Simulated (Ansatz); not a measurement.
This Sc₃B₂Sb structure is the end of a relaxation. The cell was found from a structure generator's guess, not taken from experiment.

All numbers below come from Ansatz, DFT PBE, scalar-relativistic, plane waves, PAW. Cutoff 420 eV, Γ-centred mesh, Gaussian smearing, no spin polarisation.

```xyz
6
Lattice="4.9143 0.0000 0.0000 0.0000 4.9143 0.0000 0.0000 0.0000 4.6944" Properties=species:S:1:pos:R:3 pbc="T T T"
Sc    2.4572    0.0000    2.3472
Sc    0.0000    2.4572    2.3472
Sc    2.4572    2.4572    0.0000
B     2.4572    0.0000    0.0000
B     0.0000    2.4572    0.0000
Sb    0.0000    0.0000    0.0000
```

Formation energies are uncorrected and refer to the elements' standard structures at the same level.

Question: What space group does it have?

Answer: P4/mmm (No. 123). Conventional cell: a = 4.914 Å, c = 4.694 Å. Sc on a site of symmetry mmm has 2 B at 2.35 Å, 4 Sb at 3.40 Å and 8 Sc at 3.40–3.47 Å; Sc on a site of symmetry 4/mmm has 4 B at 2.46 Å; B has 4 Sc at 2.35–2.46 Å and 2 Sb at 2.46 Å; Sb is surrounded by 4 B at 2.46 Å and 12 Sc at 3.40–3.47 Å.

Question: How far does it lie from the elements in energy?

Answer: +0.21 eV/atom. It can't be a ground state, since the elements alone are lower.

Question: Is it a metal?

Answer: Yes, bands cross the Fermi level on the 8×8×8 mesh.

The last run used an 8×8×8 mesh for its 6-atom cell and Gaussian smearing of 0.10 eV. Spin–orbit coupling, which can matter for Sb, is left out. A structure relaxed within its symmetry needn't be a true minimum. Another cell of Sc3B2Sb relaxed alike, in P4/mmm, lies 0.34 eV/atom lower, so this cell isn't the stable form at this level.
